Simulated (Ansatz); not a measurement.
BN:
```
BN
1.0
    1.24896    -2.16325     0.00000
    1.24896     2.16325     0.00000
    0.00000     0.00000     6.66235
B N
2 2
Cartesian
  1.24896  -2.16168   1.66559
  1.24896   2.16168   4.99676
  1.24896  -0.72264   4.99676
  1.24896   0.72264   1.66559
```

Relaxed with r²SCAN+D4. r²SCAN+D4 in the plane-wave PAW code Ansatz gives a gap of 4.22 eV.

Task: What gap does HSE06 give on the same cell (Ansatz, PAW)?

Result: 4.95 eV, 0.73 eV more. The hybrid was solved on a coarser mesh and at special points; its gap is the smallest among all of these.

```json
[
 {"k": "Γ", "v1 r²SCAN+D4": "-1.34", "c1 r²SCAN+D4": "5.57", "v1 HSE06": "…", "c1 HSE06": "…"},
 {"k": "Y", "v1 r²SCAN+D4": "-0.94", "c1 r²SCAN+D4": "4.88", "v1 HSE06": "-0.99", "c1 HSE06": "5.64"},
 {"k": "Z", "v1 r²SCAN+D4": "-1.34", "c1 r²SCAN+D4": "8.04", "v1 HSE06": "…", "c1 HSE06": "…"},
 {"k": "S", "v1 r²SCAN+D4": "-0.94", "c1 r²SCAN+D4": "4.89", "v1 HSE06": "…", "c1 HSE06": "…"},
 {"k": "T", "v1 r²SCAN+D4": "-0.93", "c1 r²SCAN+D4": "5.24", "v1 HSE06": "-1.01", "c1 HSE06": "6.00"},
 {"k": "Σ0", "v1 r²SCAN+D4": "-0.03", "c1 r²SCAN+D4": "4.22", "v1 HSE06": "-0.03", "c1 HSE06": "4.95"},
 {"k": "A0", "v1 r²SCAN+D4": "-0.01", "c1 r²SCAN+D4": "5.24", "v1 HSE06": "…", "c1 HSE06": "…"}
]
```

Task: Top valence (v1) and lowest conduction level (c1) in eV from each method's valence maximum (which need not be a listed point): supply the withheld HSE06 values.

Result: 
- A0, v1 HSE06: -0.01
- A0, c1 HSE06: 6.00
- Γ, v1 HSE06: -1.58
- Γ, c1 HSE06: 6.35
- Z, v1 HSE06: -1.58
- Z, c1 HSE06: 8.87
- S, v1 HSE06: -1.00
- S, c1 HSE06: 5.64

Cost on shared cores: the r²SCAN+D4 run (SCF on a 13×13×4 mesh, then bands and DOS) about 30 core-seconds (a rough figure), the HSE06 run (SCF on 9×9×3, then a few points) about 2.9 core-minutes (a rough figure); the tasks are unlike.

Space group P6_3/mmc. The start of the workflow was typed in or built on a structure type. Its sites differ from those of the usual phase in this space group: another stacking or structure type. The r²SCAN+D4 relaxation kept the symmetry of its start; its stability against distortions is not shown here. The volume moved by 53 % from the start of the relaxation. Point labels and valley counts follow the cell and symmetry of the run, lower than the named group.

Potentials: the later of the program's two PAW sets.
